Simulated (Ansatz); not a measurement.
# Elastic constants of NbRh: input and output

Computed with Ansatz 0.2.0, DFT LDA, scalar-relativistic, plane waves, PAW.

Launched with:
```bash
ansatz run input.yaml --threads 1 --pin off --max-ram 3072MiB --backend cpu --events-out ev --progress --plain --runs-dir out
```

Input (bare energies are in eV):
```yaml
crystal:
  lattice:
    - [2.8086316043, 0.0, 0.0]
    - [0.0, 2.8086316043, 0.0]
    - [0.0, 0.0, 3.8123637045]
  atoms:
    - { symbol: Nb, position: [0.0, 0.0, 0.0] }
    - { symbol: Rh, position: [0.5, 0.5, 0.5] }
basis:
  ecutwfc: 420
kpoints:
  mp_grid: { grid: [14, 14, 12] }
hamiltonian:
  xc: lda
scf:
  occupations: { method: fermi_dirac, width: 0.15 }
output:
  forces: true
  stress: true
  eigenvalues: true
elastic:
  mode: relaxed_ion
  amplitude: 0.005
```

From the output:
```
--- Elastic constants: 4 strain directions × 4 members + reference (group order 16) ---
  dense FFT box of the reference and of every strained cell: 20×20×27
  strains applied: 11, 33, 23, 12; error gains: componentwise 1.00 (the most a stress slope's error grows in a printed constant), spectral 1.41 (1 for all six strains in a standard setting)
  C = ∂σ_k/∂η_j (tension-positive GPa; Voigt order 11 22 33 23 13 12):
       409.545    139.497    198.575     -0.000      0.000      0.000
       139.497    409.545    198.575      0.000      0.000      0.000
       198.568    198.568    412.167      0.000      0.000      0.000
         0.000     -0.000      0.000    121.264      0.000      0.000
        -0.000      0.000     -0.000      0.000    121.264      0.000
        -0.000      0.000      0.000      0.000      0.000     33.351
  reference stress σ⁰ (GPa):     -0.000     -0.000      0.001      0.000     -0.000      0.000
  C* (energy form; C + prestress term) asymmetry max|C*_kj − C*_jk| = 5.304e-3 GPa — a small one proves nothing (zero by symmetry where the batch's group is 432, −43m or m−3m); a large one is finite-difference/SCF noise where every solve ...
  moduli (Voigt/Reuss/Hill, GPa): K = 256.06/254.60/255.33   G = 101.48/77.76/89.62   E = 240.70   ν = 0.343
  mechanically stable: yes (min eigenvalue of sym C = 33.35 GPa)
  strain η (Voigt 11):  stress-route row diagonal C_11 = 409.55 GPa, energy-path curvature d²(F+E_count+ΔE)/dδ²/Ω₀ = 409.60 GPa
    cells at ±δ against ±2δ: C11 409.67 and 410.03 GPa, apart by 0.09 % of the column's largest entry
         δ    σ_11 (GPa) F (eV) n_scf n_hpsi n_pw
    -1.000e-2      -4.2944      -10722.1650373       9  172579    604   relax 0 steps, max|allowed force component| 2.52e-29 eV/Å
    -5.000e-3      -2.0972      -10722.1680275       4  125992    604   relax 0 steps, max|allowed force component| 6.11e-30 eV/Å
     5.000e-3       1.9995      -10722.1680564       4  131117    609   relax 0 steps, max|allowed force component| 6.11e-30 eV/Å
     1.000e-2       3.9062      -10722.1652783       7  145518    609   relax 0 steps, max|allowed force component| 2.52e-29 eV/Å
  strain η (Voigt 33):  stress-route row diagonal C_33 = 412.17 GPa, energy-path curvature d²(F+E_count+ΔE)/dδ²/Ω₀ = 412.19 GPa
    cells at ±δ against ±2δ: C23 198.61 and 198.72 GPa, apart by 0.03 % of the column's largest entry
         δ    σ_33 (GPa) F (eV) n_scf n_hpsi n_pw
    -1.000e-2      -4.2367      -10722.1650646       8   90143    604   relax 0 steps, max|allowed force component| 2.04e-29 eV/Å
    -5.000e-3      -2.0885      -10722.1680259       4   71346    604   relax 0 steps, max|allowed force component| 4.17e-28 eV/Å
     5.000e-3       2.0336      -10722.1680420       4   71196    606   relax 0 steps, max|allowed force component| 1.58e-30 eV/Å
     1.000e-2       4.0095      -10722.1651978       7   78324    607   relax 0 steps, max|allowed force component| 3.62e-29 eV/Å
  strain η (Voigt 23):  stress-route row diagonal C_44 = 121.26 GPa, energy-path curvature d²(F+E_count+ΔE)/dδ²/Ω₀ = 121.29 GPa
    cells at ±δ against ±2δ: C44 121.27 and 121.30 GPa, apart by 0.02 % of the column's largest entry
         δ    σ_23 (GPa) F (eV) n_scf n_hpsi n_pw
    -1.000e-2      -1.2130      -10722.1678633       7  238584    605   relax 0 steps, max|allowed force component| 1.99e-29 eV/Å
    -5.000e-3      -0.6064      -10722.1687162       3  182143    605   relax 0 steps, max|allowed force component| 1.07e-28 eV/Å
     5.000e-3       0.6064      -10722.1687162       3  180161    605   relax 0 steps, max|allowed force component| 1.04e-28 eV/Å
     1.000e-2       1.2130      -10722.1678633       6  196706    605   relax 0 steps, max|allowed force component| 1.62e-28 eV/Å
  strain η (Voigt 12):  stress-route row diagonal C_66 = 33.35 GPa, energy-path curvature d²(F+E_count+ΔE)/dδ²/Ω₀ = 33.37 GPa
    cells at ±δ against ±2δ: C66 33.37 and 33.41 GPa, apart by 0.14 % of the column's largest entry
         δ    σ_12 (GPa) F (eV) n_scf n_hpsi n_pw
    -1.000e-2      -0.3341      -10722.1686904       7  137373    609   relax 0 steps, max|allowed force component| 5.21e-29 eV/Å
    -5.000e-3      -0.1668      -10722.1689259       3  104662    604   relax 0 steps, max|allowed force component| 2.07e-28 eV/Å
     5.000e-3       0.1668      -10722.1689259       4  106250    604   relax 0 steps, max|allowed force component| 2.60e-29 eV/Å
     1.000e-2       0.3341      -10722.1686904       6  119402    609   relax 0 steps, max|allowed force component| 5.21e-29 eV/Å
```

The run took 2.6 min on 1 thread of Arm Neoverse V2, with other jobs on the host, peak memory 0.65 GiB.

In a metal, frequencies and elastic constants depend on the k mesh and the smearing, soft modes and shear constants most.